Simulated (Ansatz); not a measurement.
An Ansatz (a quantum-chemistry and plane-wave program) run. Input:

Ansatz 0.2 input:
```yaml
crystal:
  lattice:
    - [4.0891717989, 0.0, 0.0]
    - [0.0, 4.0891717989, 0.0]
    - [0.0, 0.0, 4.0891717989]
  atoms:
    - { symbol: Y, position: [0.0, 0.0, 0.0] }
    - { symbol: B, position: [0.8010563709, 0.5, 0.5] }
    - { symbol: B, position: [0.1989436291, 0.5, 0.5] }
    - { symbol: B, position: [0.5, 0.8010563709, 0.5] }
    - { symbol: B, position: [0.5, 0.1989436291, 0.5] }
    - { symbol: B, position: [0.5, 0.5, 0.8010563709] }
    - { symbol: B, position: [0.5, 0.5, 0.1989436291] }
kpoints:
  mp_grid: { grid: [21, 21, 21] }
hamiltonian:
  xc: r2scan
  pseudopotentials: { kind: paw }
scf:
  occupations: { method: fermi_dirac, width: 0.1 }
elastic: { mode: relaxed_ion, stencil: two_point, amplitude: 0.005, f_tol: 0.0005 }
```

Output (shortened):

```
Pseudopotential: Y, paw, valence charge 11
Pseudopotential: B, paw, valence charge 3
Functional definition: r2SCAN
Crystal: 7 atoms, lattice volume = 68.376 Å³
Basis set: ecut = 500 eV, 1743 PW (Γ), exchange–correlation on 120×120×120 points (64 copies of the dense FFT grid, shifted against one another)
Bands: 22, of which v1, the nominal top of the filled ones, is band 15 counted from 1 (14 counted from 0)
Symmetry: 48 space group operations
Space group: Pm-3m (ITA 221), of the structure as read, at distance tolerance 4.1e-5 Å
k-points: 286 of 9261
SCF 1 converged in 10 iterations: F = -4802.326661 eV  dr2 = 6.65e-14
relax step   1: F+E_penalty+E_count = -4802.32666140 eV  Δ(F+E_penalty+E_count) = +0.000e0 eV  max|allowed force component| = 4.646e-3 eV/Å  Δτ_max = 0.0000 Å  (10 SCF iters, accepted)
Crystal: 7 atoms, lattice volume = 68.376 Å³
SCF 2 converged in 7 iterations: F = -4802.326662 eV  dr2 = 1.73e-14
relax step   2: F+E_penalty+E_count = -4802.32666206 eV  Δ(F+E_penalty+E_count) = -6.581e-7 eV  max|allowed force component| = 2.398e-3 eV/Å  Δτ_max = 0.0000 Å  (7 SCF iters, accepted)
Crystal: 7 atoms, lattice volume = 68.376 Å³
SCF 3 converged in 6 iterations: F = -4802.326662 eV  dr2 = 2.71e-14
relax step   3: F+E_penalty+E_count = -4802.32666230 eV  Δ(F+E_penalty+E_count) = -2.391e-7 eV  max|allowed force component| = 1.801e-7 eV/Å  Δτ_max = 0.0000 Å  (6 SCF iters, accepted)
Crystal: 7 atoms, lattice volume = 68.376 Å³
SCF 4 converged in 5 iterations: F = -4802.326662 eV  dr2 = 6.44e-14
Crystal: 7 atoms, lattice volume = 68.376 Å³
SCF 5 converged in 2 iterations: F = -4802.326662 eV  dr2 = 2.01e-14
Crystal: 7 atoms, lattice volume = 68.034 Å³
Symmetry: 16 space group operations
k-points: 726 of 9261
SCF 6 converged in 10 iterations: F = -4802.323967 eV  dr2 = 6.60e-14
relax step   1: F+E_penalty+E_count = -4802.32396702 eV  Δ(F+E_penalty+E_count) = +0.000e0 eV  max|allowed force component| = 2.031e-2 eV/Å  Δτ_max = 0.0000 Å  (10 SCF iters, accepted)
Crystal: 7 atoms, lattice volume = 68.034 Å³
SCF 7 converged in 8 iterations: F = -4802.323981 eV  dr2 = 1.37e-15
relax step   2: F+E_penalty+E_count = -4802.32398143 eV  Δ(F+E_penalty+E_count) = -1.441e-5 eV  max|allowed force component| = 2.689e-4 eV/Å  Δτ_max = 0.0003 Å  (8 SCF iters, accepted)
Crystal: 7 atoms, lattice volume = 68.034 Å³
SCF 8 converged in 2 iterations: F = -4802.323981 eV  dr2 = 6.55e-16
Crystal: 7 atoms, lattice volume = 68.718 Å³
SCF 9 converged in 10 iterations: F = -4802.324191 eV  dr2 = 6.88e-14
relax step   1: F+E_penalty+E_count = -4802.32419138 eV  Δ(F+E_penalty+E_count) = +0.000e0 eV  max|allowed force component| = 1.919e-2 eV/Å  Δτ_max = 0.0000 Å  (10 SCF iters, accepted)
Crystal: 7 atoms, lattice volume = 68.718 Å³
SCF 10 converged in 7 iterations: F = -4802.324206 eV  dr2 = 9.13e-14
relax step   2: F+E_penalty+E_count = -4802.32420607 eV  Δ(F+E_penalty+E_count) = -1.469e-5 eV  max|allowed force component| = 8.859e-4 eV/Å  Δτ_max = 0.0003 Å  (7 SCF iters, accepted)
Crystal: 7 atoms, lattice volume = 68.718 Å³
SCF 11 converged in 5 iterations: F = -4802.324206 eV  dr2 = 4.52e-14
relax step   3: F+E_penalty+E_count = -4802.32420609 eV  Δ(F+E_penalty+E_count) = -1.366e-8 eV  max|allowed force component| = 2.939e-5 eV/Å  Δτ_max = 0.0000 Å  (5 SCF iters, accepted)
Crystal: 7 atoms, lattice volume = 68.718 Å³
SCF 12 converged in 2 iterations: F = -4802.324206 eV  dr2 = 2.35e-14
Crystal: 7 atoms, lattice volume = 68.376 Å³
Symmetry: 8 space group operations
k-points: 1331 of 9261
SCF 13 converged in 9 iterations: F = -4802.326121 eV  dr2 = 7.62e-15
relax step   1: F+E_penalty+E_count = -4802.32612125 eV  Δ(F+E_penalty+E_count) = +0.000e0 eV  max|allowed force component| = 5.831e-2 eV/Å  Δτ_max = 0.0000 Å  (9 SCF iters, accepted)
Crystal: 7 atoms, lattice volume = 68.376 Å³
SCF 14 converged in 8 iterations: F = -4802.326400 eV  dr2 = 1.45e-14
relax step   2: F+E_penalty+E_count = -4802.32639959 eV  Δ(F+E_penalty+E_count) = -2.783e-4 eV  max|allowed force component| = 2.325e-2 eV/Å  Δτ_max = 0.0017 Å  (8 SCF iters, accepted)
Crystal: 7 atoms, lattice volume = 68.376 Å³
SCF 15 converged in 8 iterations: F = -4802.326452 eV  dr2 = 7.64e-15
relax step   3: F+E_penalty+E_count = -4802.32645221 eV  Δ(F+E_penalty+E_count) = -5.262e-5 eV  max|allowed force component| = 3.615e-4 eV/Å  Δτ_max = 0.0011 Å  (8 SCF iters, accepted)
Crystal: 7 atoms, lattice volume = 68.376 Å³
SCF 16 converged in 2 iterations: F = -4802.326452 eV  dr2 = 4.25e-15
Crystal: 7 atoms, lattice volume = 68.376 Å³
SCF 17 converged in 9 iterations: F = -4802.326121 eV  dr2 = 8.44e-15
relax step   1: F+E_penalty+E_count = -4802.32612125 eV  Δ(F+E_penalty+E_count) = +0.000e0 eV  max|allowed force component| = 5.831e-2 eV/Å  Δτ_max = 0.0000 Å  (9 SCF iters, accepted)
Crystal: 7 atoms, lattice volume = 68.376 Å³
SCF 18 converged in 8 iterations: F = -4802.326452 eV  dr2 = 4.49e-14
relax step   2: F+E_penalty+E_count = -4802.32645221 eV  Δ(F+E_penalty+E_count) = -3.310e-4 eV  max|allowed force component| = 3.256e-4 eV/Å  Δτ_max = 0.0028 Å  (8 SCF iters, accepted)
Crystal: 7 atoms, lattice volume = 68.376 Å³
SCF 19 converged in 2 iterations: F = -4802.326452 eV  dr2 = 2.48e-14
SCF converged after 2 iterations
Stability not checked: this state was not tested for a lower state beside it, because too few of the mixer's solves of this state at the end of the SCF gave a …
Free energy (F): -4802.326662 eV
Harris-Foulkes:  -4802.326662 eV  (|F-HF|=3.64e-12)
Internal energy: -4802.300536 eV  (E = F + TS)
E sigma→0 (E₀):  -4802.313599 eV
Entropy (-TS):   -0.026126 eV (-3.732 meV/atom)
Fermi energy:    11.819876 eV
--- Per-component energies (eV) ---
  E_band       = -56.419472
  E_kinetic    = 607.217952
  E_local      = -668.066010  (includes V_loc(G=0)·N_el)
  E_nonlocal   = 116.690744
  E_hartree    = 202.506135
  E_xc         = -360.370705
  E_vxc        = -475.110023  (∫ρ·V_xc dr)
  E_paw        = -3322.129215  (= ΣΔE_a)
  E_vpaw       = -66.290219  (= ΣTr[D̂ρ^β])
  E_aug_tail   = -0.000006  (compensation charges beyond the density's cutoff)
  E_vtau       = 24.125824  (kinetic-family band-sum trace: ∫τ·v_τ [+ j·A + Jᵃ·Aᵃ] dr)
  E_ewald      = -1377.884826
  E_core_change = -0.264606  (= ΣΔE_core)
  E_smearing   = -0.026126  (= −TS)
  E_closure    = 0.000000  (closes the sum)
  Σ components = -4802.326662   (vs F -4802.326662, Δ=0.00e0)
--- Forces (eV/Å), atoms counted from 1 ---
  atom   1  Y      0.00000000     0.00000000     0.00000000
  atom   2  B     -0.00000017     0.00000000     0.00000000
  atom   3  B      0.00000017     0.00000000     0.00000000
  atom   4  B      0.00000000    -0.00000017     0.00000000
  atom   5  B      0.00000000     0.00000017     0.00000000
  atom   6  B      0.00000000     0.00000000    -0.00000017
  atom   7  B      0.00000000     0.00000000     0.00000017
  max |Σ_I F_I| component: 1.21e-17 eV/Å
--- Stress (GPa, compression-positive) ---
        0.041603       0.000000       0.000000
        0.000000       0.041603       0.000000
        0.000000       0.000000       0.041603
  P = ⅓ Tr σ = 0.0416 GPa (0.416 kbar)
--- Band table (eV; the first three rows and the last of 286) ---
  k-point 0: bands = ["-34.1750", "-13.4383", "-13.4383", "-13.4383", "-5.4177", "2.6528", "3.0662", "3.0662", "3.0662", "4.0720", "4.0720", "9.6447", "9.6447", "9.6447", "12.8512", "12.8512", "12.8512", "12.8751", "12.8751", "14.9893", "14.9893", "14.9893"]
  k-point 1: bands = ["-34.1749", "-13.4409", "-13.4380", "-13.4380", "-5.4078", "2.4554", "3.0723", "3.0723", "3.1054", "4.0818", "4.2594", "9.5631", "9.5631", "9.6560", "12.3002", "12.8967", "12.9546", "12.9546", "13.4409", "14.9325", "14.9325", "14.9544"]
  k-point 2: bands = ["-34.1746", "-13.4482", "-13.4372", "-13.4372", "-5.3787", "2.0684", "3.0903", "3.0903", "3.1533", "4.1107", "4.6850", "9.3491", "9.3491", "9.6894", "11.7596", "12.9608", "13.2227", "13.2227", "14.0249", "14.7985", "14.7985", "14.8535"]
  k-point 285: bands = ["-34.1629", "-13.5063", "-13.5062", "-13.5062", "-4.3406", "0.7379", "0.7379", "0.7414", "5.4410", "5.4558", "5.4558", "8.9858", "9.0011", "9.0011", "14.6452", "14.6452", "14.9425", "15.0456", "15.0456", "15.0456", "16.3392", "18.1633"]…
--- Elastic constants: 2 strain directions × 2 members + reference (group order 48) ---
  dense FFT box of the reference and of every strained cell: 30×30×30
  strains applied: 11, 23; error gains: componentwise 1.00 (the most a stress slope's error grows in a printed constant), spectral 1.73 (1 for all six strains …
  reference relaxed by the batch: 3 steps …
  largest displacement 6.4e-5 Å; the constants are those of the deck's cell at these positions:
  atoms:
    - { symbol: Y, position: [0.0, 0.0, 0.0] }
    - { symbol: B, position: [0.8010721143653087, 0.49999999999999994, 0.49999999999999994] }
    - { symbol: B, position: [0.19892788563469124, 0.49999999999999994, 0.49999999999999994] }
    - { symbol: B, position: [0.49999999999999994, 0.8010721143653087, 0.49999999999999994] }
    - { symbol: B, position: [0.49999999999999994, 0.19892788563469124, 0.49999999999999994] }
    - { symbol: B, position: [0.49999999999999994, 0.49999999999999994, 0.8010721143653087] }
    - { symbol: B, position: [0.49999999999999994, 0.49999999999999994, 0.19892788563469124] }
  C = ∂σ_k/∂η_j (tension-positive GPa; Voigt order 11 22 33 23 13 12):
       481.443     27.844     27.844      0.000      0.000      0.000
        27.844    481.443     27.844      0.000      0.000      0.000
        27.844     27.844    481.443      0.000      0.000      0.000
         0.000      0.000      0.000     39.335      0.000      0.000
         0.000      0.000      0.000      0.000     39.335      0.000
         0.000      0.000      0.000      0.000      0.000     39.335
  reference stress σ⁰ (GPa):     -0.042     -0.042     -0.042      0.000      0.000      0.000
  moduli (Voigt/Reuss/Hill, GPa): K = 179.04/179.04/179.04   G = 114.32/58.76/86.54   E = 223.60   ν = 0.292
  mechanically stable: yes (min eigenvalue of sym C = 39.34 GPa)
  strain η (Voigt 11):  stress-route row diagonal C_11 = 481.44 GPa, energy-path curvature d²(F+E_count+ΔE)/dδ²/Ω₀ = 481.43 GPa
         δ    σ_11 (GPa)             F (eV)   n_scf  n_hpsi   n_pw
    -5.000e-3      -2.4823       -4802.3239814       2  145105   1761   relax 2 steps, max|allowed force component| 2.69e-4 eV/Å
     5.000e-3       2.3321       -4802.3242061       2  143879   1779   relax 3 steps, max|allowed force component| 2.94e-5 eV/Å
  strain η (Voigt 23):  stress-route row diagonal C_44 = 39.34 GPa, energy-path curvature d²(F+E_count+ΔE)/dδ²/Ω₀ = 39.33 GPa
         δ    σ_23 (GPa)             F (eV)   n_scf  n_hpsi   n_pw
    -5.000e-3      -0.1967       -4802.3264522       2  268662   1767   relax 3 steps, max|allowed force component| 3.61e-4 eV/Å
     5.000e-3       0.1967       -4802.3264522       2  270430   1767   relax 2 steps, max|allowed force component| 3.26e-4 eV/Å
```

Cost: around 30 core-minutes (rough) on shared cores.

The workflow started from a Materials Project entry (that database holds measured and hypothetical structures alike); the Crystallography Open Database files this formula in space group No. 221, but the cells were not matched. Its standing as an ambient phase is unchecked. The r²SCAN relaxation kept the symmetry of its start; of distortions, only those at the zone centre were tested. No spin polarisation was allowed. As this level gives no gap, shear constants depend on the k-mesh and smearing (Fermi–Dirac, 0.1 eV here). Scalar-relativistic: spin–orbit coupling is off unless named, which matters more the heavier the elements.

Potentials: the later of the program's two PAW sets.

Ansatz is a plane-wave DFT program.
